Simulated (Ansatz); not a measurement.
## Data sheet: Si (DFT)

Si:
```xyz
14
Lattice="1.9223 1.1098 22.0475 -1.9223 1.1098 22.0475 0.0000 -2.2197 22.0475" Properties=species:S:1:pos:R:3 pbc="T T T"
Si     0.0000     0.0000    60.2291
Si     0.0000     0.0000    62.6046
Si     0.0000     0.0000    19.2998
Si     0.0000     0.0000    21.6546
Si     0.0000     0.0000    44.4881
Si     0.0000     0.0000    46.8429
Si     0.0000     0.0000     3.5381
Si     0.0000     0.0000     5.9135
Si     0.0000     0.0000    50.7990
Si     0.0000     0.0000    53.1539
Si     0.0000     0.0000    31.8929
Si     0.0000     0.0000    34.2497
Si     0.0000     0.0000    12.9887
Si     0.0000     0.0000    15.3436
```

Space group R-3m (No. 166); conventional cell a = b = 3.845 Å, c = 66.143 Å, α = β = 90.00°, γ = 120.00°.

Method: r²SCAN (plane waves, PAW; program Ansatz). The cell and atoms are relaxed at this level. Other levels are named where they apply.

Cell and energy:

Volume per atom: 20.16 Å³
Density: 2.31 g/cm³

Electronic structure:

* **Band gap**: 0.77 eV (indirect)
* **Valence-band maximum**: at Γ
* **Conduction-band minimum**: off the standard path, at k = (0.138, -0.432, -0.432)
* **Smallest direct gap on the standard path**: 1.71 eV
* **Electron effective mass**: 0.13, 0.49, 1.0 mₑ (principal values)
* **Hole effective mass, band 1 of 2 at the edge**: 0.78 along x, 0.62 along z (mₑ)
* **Hole effective mass, band 2 of 2 at the edge**: 0.13 along x, 0.62 along z (mₑ)
* **HSE06 gap on the r²SCAN cell**: 1.15 eV

Mechanics:

* **Bulk modulus (Birch–Murnaghan fit)**: 96.7 GPa
* **Pressure derivative B′**: 4.2

The start of the workflow was typed in or built on a structure type; neither database checked (COD, Materials Project) lists it. It is not the phase usual at ambient conditions (space group No. 227). Symmetry was held in the r²SCAN relaxation; its stability against distortions is not shown here.

Potentials: the later of the program's two PAW sets.
